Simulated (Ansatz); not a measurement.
Ba$_{4}$Si$_{23}$:
```yaml
crystal:
  lattice:
    - [-5.18504, 5.18504, 5.18504]
    - [5.18504, -5.18504, 5.18504]
    - [5.18504, 5.18504, -5.18504]
  atoms:
    - { symbol: Si, position: [0.00000, 0.00000, 0.00000] }
    - { symbol: Si, position: [0.26528, 0.26528, 0.26528] }
    - { symbol: Si, position: [0.00000, 0.00000, 0.73472] }
    - { symbol: Si, position: [0.00000, 0.73472, 0.00000] }
    - { symbol: Si, position: [0.73472, 0.00000, 0.00000] }
    - { symbol: Si, position: [0.50000, 0.25000, 0.75000] }
    - { symbol: Si, position: [0.50000, 0.75000, 0.25000] }
    - { symbol: Si, position: [0.75000, 0.50000, 0.25000] }
    - { symbol: Si, position: [0.25000, 0.50000, 0.75000] }
    - { symbol: Si, position: [0.25000, 0.75000, 0.50000] }
    - { symbol: Si, position: [0.75000, 0.25000, 0.50000] }
    - { symbol: Si, position: [0.43854, 0.43854, 0.16168] }
    - { symbol: Si, position: [0.27686, 0.27686, 0.83832] }
    - { symbol: Si, position: [0.72314, 0.56146, 0.00000] }
    - { symbol: Si, position: [0.56146, 0.72314, 0.00000] }
    - { symbol: Si, position: [0.16168, 0.43854, 0.43854] }
    - { symbol: Si, position: [0.83832, 0.27686, 0.27686] }
    - { symbol: Si, position: [0.00000, 0.72314, 0.56146] }
    - { symbol: Si, position: [0.00000, 0.56146, 0.72314] }
    - { symbol: Si, position: [0.43854, 0.16168, 0.43854] }
    - { symbol: Si, position: [0.27686, 0.83832, 0.27686] }
    - { symbol: Si, position: [0.56146, 0.00000, 0.72314] }
    - { symbol: Si, position: [0.72314, 0.00000, 0.56146] }
    - { symbol: Ba, position: [0.61514, 0.61514, 0.61514] }
    - { symbol: Ba, position: [0.00000, 0.00000, 0.38486] }
    - { symbol: Ba, position: [0.00000, 0.38486, 0.00000] }
    - { symbol: Ba, position: [0.38486, 0.00000, 0.00000] }
```

Relaxed with PBE. Special points in fractions of this cell's reciprocal vectors: Γ (0.000, 0.000, 0.000); H (0.500, -0.500, 0.500); N (0.000, 0.000, 0.500); P (0.250, 0.250, 0.250).

Q: List the band energies nearest the Fermi level at these points for PBE with spin–orbit coupling (plane waves, PAW; program Ansatz).

A: In eV from the Fermi level; about four levels below and three above (degenerate sets whole), none deeper than 8.9 eV; points with the same levels are listed once.

```csv
k,below,above
Γ,-0.02 -0.02 -0.02 -0.02,0.35 0.35 0.37 0.37 0.37 0.37
H,-0.97 -0.97 -0.97 -0.97 -0.19 -0.19,0.04 0.04 0.08 0.08 0.08 0.08
N,-0.18 -0.18 -0.02 -0.02,0.18 0.18 0.21 0.21
P,-0.10 -0.10 -0.10 -0.10,0.09 0.09 0.16 0.16 0.16 0.16
```

Space group I-43m. The start of the workflow was typed in or built on a structure type; neither database checked (COD, Materials Project) lists it. Its standing as an ambient phase is unchecked. Symmetry was held in the PBE relaxation; its stability against distortions is not shown here.

Potentials: the later of the program's two PAW sets.
